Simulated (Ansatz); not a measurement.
**Question.** Sc (hcp (Mg type), P6_3/mmc) is relaxed with plane-wave PAW PBE (Ansatz code). What lattice parameters of the conventional cell result?

**Answer.** a = 3.319 Å, c = 5.163 Å.

Symmetry was held in the PBE relaxation. No spin polarisation was allowed. Axis ratios of metals converge slowly with the k-mesh, so a and c are less sure than the volume.

Potentials: the later of the program's two PAW sets.
